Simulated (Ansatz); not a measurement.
These are results of DFT PBE, scalar-relativistic, plane waves, PAW (Ansatz 0.2.0), not measurements. Settings: cutoff 420 eV, Γ-centred meshes spaced at most about 0.3 Å⁻¹, and about 0.25 Å⁻¹ or finer for metals (2π included), Gaussian smearing. Collinear spin in cells that started with moments and kept them past the coarse steps, no spin elsewhere.

Temperature and zero-point effects are left out. All come from trial cells, and lower structures may exist.

Question: Which of these relaxed structures of GeMo2 is the lowest in energy?
A.

Space group P6/mmm (No. 191). a = 4.568 Å, b = 4.568 Å, c = 2.668 Å, α = 90.00°, β = 90.00°, γ = 120.00°
```
atom  site  symmetry       x       y       z
  Ge    1a     6/mmm  0.0000  0.0000  0.0000
  Mo    2d      -6m2  0.3333  0.6667  0.5000
```

B.

Space group Fm-3m (No. 225). a = 5.948 Å, b = 5.948 Å, c = 5.948 Å, α = 90.00°, β = 90.00°, γ = 90.00°
| atom | site | symmetry | x | y | z |
| --- | --- | --- | --- | --- | --- |
| Ge | 4b | m-3m | 0.5000 | 0.0000 | 0.0000 |
| Mo | 8c | -43m | 0.2500 | 0.7500 | 0.7500 |

C.

Space group I4/mcm (No. 140). a = 6.061 Å, b = 6.061 Å, c = 5.076 Å, α = 90.00°, β = 90.00°, γ = 90.00°
```tsv
atom	site	symmetry	x	y	z
Ge	4a	422	0.0000	0.0000	0.2500
Mo	8h	m.2m	0.1481	0.6481	0.0000
```

Answer: C. It has space group I4/mcm (No. 140); the next, A, with space group P6/mmm (No. 191), lies 0.48 eV/atom higher. Largest moments: C no spin, A no spin, B 0.2 μB. Counting Ge atoms around Mo (those within 1.25 times the shortest such distance or 1.15 times the sum of covalent radii), the lowest has Mo 4 and the next has Mo 6. The lowest holds Ge–Ge chains (shortest 2.54 Å); in the next the shortest Ge–Ge distance is 2.67 Å, near bonding range too. Even the lowest lies +0.04 eV/atom against the elements.

Another magnetic order may lie lower. Cells relaxed within their symmetry can be saddle points. Some candidate types were left out of the draw beforehand, so a known form may be missing.
